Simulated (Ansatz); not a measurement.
Sn3Pd (Cu3Au type, Pm-3m) under volume change, PBEsol in the plane-wave PAW code Ansatz, scaled uniformly.

```csv
V (Å³/atom),E − E(relaxed) (meV/atom),P (GPa)
20.325,___,___
20.995,22.3,5.64
21.665,5.2,2.58
22.335,0.0,0.00
23.005,___,___
23.675,17.6,-3.97
24.345,37.5,-5.47
```

Task: Fill in the missing entries.

Result: 
- 23.005, E − E(relaxed) (meV/atom): 4.7
- 23.005, P (GPa): -2.17
- 20.325, E − E(relaxed) (meV/atom): 53.2
- 20.325, P (GPa): 9.25

Task: What does a third-order Birch–Murnaghan fit give for V₀, B₀ and B′?

Result: V₀ = 22.34 Å³/atom, B₀ = 78.3 GPa, B′ = 4.8.

The workflow started from an entry of the Crystallography Open Database (COD), which files this formula under 2 space groups. Its standing as an ambient phase is unchecked. The PBEsol relaxation kept the symmetry of its start. At this level the phase is dynamically unstable (imaginary phonons). No spin polarisation was allowed. The volume moved by 42 % from the start of the relaxation. Scalar-relativistic: spin–orbit coupling is off unless named, which matters more the heavier the elements.

Potentials: the later of the program's two PAW sets.
